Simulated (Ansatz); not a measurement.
ZrIr (rock salt, space group No. 225), a = b = c = 5.3628 Å, α = β = γ = 90.00°; the cell used has 2 atoms.

Relaxed with PBEsol.

### Question
Decompose the optical modes at the zone centre into irreducible representations, and say which are infrared and Raman allowed.

### Answer
Point group m-3m: Γ_opt = T1u. Infrared: T1u. Raman: none.

### Question
Assign frequencies (DFPT, PBEsol in the plane-wave PAW code Ansatz).

### Answer
T1u 158 cm⁻¹.

Space group Fm-3m (rock salt). The start of the workflow was typed in or built on a structure type; neither database checked (COD, Materials Project) lists it. COD files the formula under space group No. 221. Whether it is the stable phase at ambient conditions was not checked. Symmetry was held in the PBEsol relaxation; its stability against distortions is not shown here. No spin polarisation was allowed. As this level gives no gap, phonon frequencies hold no LO–TO term and depend on the k-mesh and smearing (Fermi–Dirac, 0.1 eV here). Spin–orbit coupling is left out wherever it is not named.

Potentials: the earlier of the program's two PAW sets. The files were generated under PBE; for other functionals the program regenerates the frozen cores, and for LDA and PBEsol the local potential too.
